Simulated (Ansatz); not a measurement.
Ti3SiO8 on the sites of the anatase structure (relaxed group Cm) at its r2SCAN geometry, run in Ansatz 0.2.0 at 2 levels of theory. Note: simulated data, non-magnetic, for a generated structure that need not be the stable one.

The HSE06 input:
```yaml
crystal:
  lattice:
    - [5.0511451989, -1.8566323331, 0.0068832501]
    - [5.0511451989, 1.8566323331, 0.0068832501]
    - [-2.6984669851, 0.0, 6.8506935407]
  atoms:
    - { symbol: Ti, position: [-0.0121247626, -0.0121247626, -0.0067441449] }
    - { symbol: Ti, position: [0.255556935, 0.255556935, 0.3701846503] }
    - { symbol: O, position: [0.4651556869, 0.4651556869, 0.4799937619] }
    - { symbol: O, position: [0.2163324551, 0.2163324551, 0.0984144947] }
    - { symbol: O, position: [0.0476240295, 0.0476240295, 0.2691074765] }
    - { symbol: O, position: [0.7972135155, 0.7972135155, 0.4041333297] }
    - { symbol: Ti, position: [0.0081446793, 0.0081446793, 0.5037309837] }
    - { symbol: Si, position: [0.2431892838, 0.2431892838, 0.8734583656] }
    - { symbol: O, position: [0.429997598, 0.429997598, 0.9646223497] }
    - { symbol: O, position: [0.2155807343, 0.2155807343, 0.620241021] }
    - { symbol: O, position: [0.0554762698, 0.0554762698, 0.7829631347] }
    - { symbol: O, position: [0.7778535754, 0.7778535754, 0.8898945771] }
kpoints:
  mp_grid: { grid: [4, 4, 2] }
  band_path:
    path:
      - [0.0, 0.0, 0.0]
      - [-0.2889750062, 0.2889750062, 0.0]
      - [-0.7110249938, -0.2889750062, 0.0]
      - [-0.5, -0.5, 0.0]
      - [-0.5, -0.5, 0.5]
      - [-0.7305552895, -0.2694447105, 0.5]
      - [-0.2694447105, 0.2694447105, 0.5]
      - [0.0, 0.0, 0.5]
      - [-0.5, 0.0, 0.5]
      - [0.0, 0.5, 0.0]
    npoints: 1
hamiltonian:
  xc: hse06
scf:
  occupations: { method: fixed }
  n_extra_bands: 7
output:
  forces: true
  stress: true
  eigenvalues: true
```

Main results, then, where recorded, the levels near the gap in eV from the Fermi energy (columns number the bands from 0), one row a point of the path (Γ, C, C₂, Y₂, M₂, D, D₂, A, L₂, V₂):
```
Crystal: 12 atoms, lattice volume = 128.562 Å³
Symmetry: 2 space group operations
Space group: Cm (ITA 8)
```
```
Basis set: ecut = 420 eV, 2515 PW (Γ)
k-points: 14 of 32 (time reversal used)
SCF 1 stopped early in 5 iterations: F = -12689.265949 eV  dr2 = 1.40e-4
Exchange kernel: α = 0.2500, screened, ω = 0.2079 Å⁻¹, Wigner–Seitz truncation, v(0) = 1032.1901 eV·Å³, q-mesh 4×4×2
SCF 2 stopped early in 8 iterations: F = -12687.333587 eV  dr2 = 8.62e-6
hybrid outer 1: dexx = +9.918e-2 eV, tail = 2.60e-4 eV
SCF 3 converged in 9 iterations: F = -12687.332351 eV  dr2 = 2.04e-9
hybrid outer 2: dexx = +2.131e-5 eV, tail = 1.38e-7 eV, Δε = 8.64e-3 eV, ΔF = 1.73e-2 eV/Å
SCF 4 converged in 2 iterations: F = -12687.332353 eV  dr2 = 1.01e-8
hybrid outer 3: dexx = +1.934e-8 eV, tail = 2.34e-8 eV, Δε = 3.08e-4 eV, ΔF = 4.29e-4 eV/Å
Free energy (F): -12687.332353 eV
Fermi energy:    6.653170 eV
--- Forces (eV/Å), atoms counted from 1 ---
  atom   1  Ti    -0.11934      0.00000    -0.06608
  atom   2  Ti      0.06933      0.00000    -0.04961
  atom   3  O     -0.13425      0.00000    -0.06576
  atom   4  O     -0.20364      0.00000      0.11164
  atom   5  O       0.13637      0.00000      0.02369
  atom   6  O       0.13157      0.00000      0.01577
  atom   7  Ti      0.02788      0.00000      0.07325
  atom   8  Si      0.00099      0.00000      0.01527
  atom   9  O       0.01397      0.00000      0.00669
  atom  10  O     -0.19230      0.00000    -0.19092
  atom  11  O       0.00666      0.00000      0.02226
  atom  12  O       0.26273      0.00000      0.10379
--- Stress (GPa, compression-positive) ---
       -2.701848       0.000000      -0.287843
        0.000000      -2.127362       0.000000
       -0.287843       0.000000      -2.283446
  P = ⅓ Tr σ = -2.3709 GPa (-23.709 kbar)
```
```tsv
band_40	band_41	band_42	band_43	band_44	band_45	band_46
-1.068	-0.944	-0.654	-0.649	3.622	4.558	4.767
-1.403	-1.073	-0.849	-0.111	4.375	4.467	4.772
-1.403	-1.073	-0.849	-0.111	4.375	4.467	4.772
-1.360	-1.042	-0.404	-0.396	3.749	4.392	4.697
-1.095	-0.920	-0.871	-0.757	4.176	4.346	4.709
-0.992	-0.840	-0.678	-0.129	4.263	4.582	4.797
-0.992	-0.840	-0.678	-0.129	4.263	4.582	4.797
-1.115	-1.006	-0.832	-0.754	4.374	4.414	4.587
-1.047	-0.874	-0.590	-0.170	4.349	4.541	4.759
-1.323	-1.063	-0.534	0.000	4.295	4.593	4.753
```

HSE06 gives an indirect gap of 3.62 eV, from V₂ to Γ; the least direct gap is 4.15 eV at Y₂.

Q: Another run on the same cell gave
```
Basis set: ecut = 420 eV, 2515 PW (Γ)
k-points: 14 of 32 (time reversal used)
SCF 1 stopped early in 5 iterations: F = -12689.263428 eV  dr2 = 1.41e-4
SCF 2 stopped early in 7 iterations: F = -12688.910871 eV  dr2 = 4.50e-5
hybrid outer 1: dexx = +1.275e-1 eV, tail = 4.10e-4 eV
SCF 3 converged in 8 iterations: F = -12688.910304 eV  dr2 = 7.57e-9
hybrid outer 2: dexx = +3.774e-5 eV, tail = 2.14e-7 eV, Δε = 1.56e-2 eV, ΔF = 2.00e-2 eV/Å
SCF 4 converged in 3 iterations: F = -12688.910307 eV  dr2 = 1.85e-9
hybrid outer 3: dexx = +3.541e-8 eV, tail = 4.82e-9 eV, Δε = 2.50e-4 eV, ΔF = 3.84e-4 eV/Å
Free energy (F): -12688.910307 eV
Fermi energy:    6.256778 eV
--- Forces (eV/Å), atoms counted from 1 ---
  atom   1  Ti    -0.12265      0.00000    -0.07023
  atom   2  Ti      0.07077      0.00000    -0.05340
  atom   3  O     -0.13418      0.00000    -0.06563
  atom   4  O     -0.20513      0.00000      0.11947
  atom   5  O       0.13648      0.00000      0.02390
  atom   6  O       0.13071      0.00000      0.01594
  atom   7  Ti      0.02986      0.00000      0.07636
  atom   8  Si      0.00169      0.00000      0.01506
  atom   9  O       0.02016      0.00000      0.00927
  atom  10  O     -0.19349      0.00000    -0.19635
  atom  11  O     -0.00073      0.00000      0.02038
  atom  12  O       0.26649      0.00000      0.10520
--- Stress (GPa, compression-positive) ---
       -2.793257       0.000000      -0.282773
        0.000000      -2.215286       0.000000
       -0.282772       0.000000      -2.390927
  P = ⅓ Tr σ = -2.4665 GPa (-24.665 kbar)
```
```tsv
band_40	band_41	band_42	band_43	band_44	band_45	band_46
-1.066	-0.940	-0.652	-0.649	4.378	5.327	5.540
-1.408	-1.075	-0.854	-0.113	5.146	5.237	5.545
-1.408	-1.075	-0.854	-0.113	5.146	5.237	5.545
-1.362	-1.040	-0.400	-0.393	4.510	5.159	5.469
-1.096	-0.921	-0.871	-0.759	4.939	5.115	5.479
-0.993	-0.839	-0.682	-0.130	5.032	5.354	5.568
-0.993	-0.839	-0.682	-0.130	5.032	5.354	5.568
-1.117	-1.004	-0.830	-0.757	5.141	5.183	5.355
-1.050	-0.874	-0.593	-0.172	5.120	5.311	5.530
-1.330	-1.062	-0.533	0.000	5.064	5.364	5.526
```
Which level of theory gave it?

A: It is PBE0, judged by the exchange loop and the size of the gap (a near hybrid could fit too), on 4×4×2; the blocks that differ from the first input, but for the band path:
```yaml
hamiltonian:
  xc: pbe0
```
With PBE0 the valence top lies at V₂ and the conduction bottom at Γ, 4.38 eV higher; the smallest vertical gap, at Y₂, is 4.90 eV. With the atoms held, the mean pressure is -2.5 GPa (compression positive). The stress of a hybrid is loosely converged here.

Totals of different functionals can't be compared.

The meshes of the hybrids are coarse, so their gaps aren't converged to the digits shown.
